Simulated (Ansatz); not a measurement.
NiSb:
```
NiSb
1.0
    3.97409     0.00000     0.00000
   -1.98704     3.44166     0.00000
    0.00000     0.00000     5.15950
Ni Sb
2 2
Direct
  0.00000   0.00000   0.00000
  0.00000   0.00000   0.50000
  0.33333   0.66667   0.25000
  0.66667   0.33333   0.75000
```

Relaxed with PBE. Special points in fractions of this cell's reciprocal vectors: Γ (0.000, 0.000, 0.000); M (0.500, 0.000, 0.000); K (0.333, 0.333, 0.000); A (0.000, 0.000, 0.500); L (0.500, 0.000, 0.500); H (0.333, 0.333, 0.500).

**Question.** List the band energies nearest the Fermi level at these points for PBE in the plane-wave PAW code Ansatz.

**Answer.** In eV from the Fermi level; about four levels below and three above (degenerate sets whole), none deeper than 8.9 eV; points with the same levels are listed once.

| k | below | above |
|---|---|---|
| Γ | -2.03 -2.03 -1.27 -1.27 -0.01 | 0.51 0.51 2.38 2.38 |
| M | -1.54 -1.33 -1.26 -0.41 | 1.11 3.40 3.84 |
| K | -1.30 -1.30 -0.59 -0.59 | 0.60 0.60 2.79 |
| A | -2.01 -2.01 -2.01 -2.01 | 0.15 0.15 1.98 1.98 1.98 1.98 |
| L | -1.84 -1.84 -1.74 -1.74 | 0.18 0.18 1.58 1.58 |
| H | -1.37 -1.37 -1.24 -1.24 | 4.12 4.12 7.21 7.21 |

Space group P6_3/mmc (NiAs type). The PBE relaxation kept the symmetry of its start. No spin polarisation was allowed. Spin–orbit coupling is left out wherever it is not named.

Potentials: the later of the program's two PAW sets.
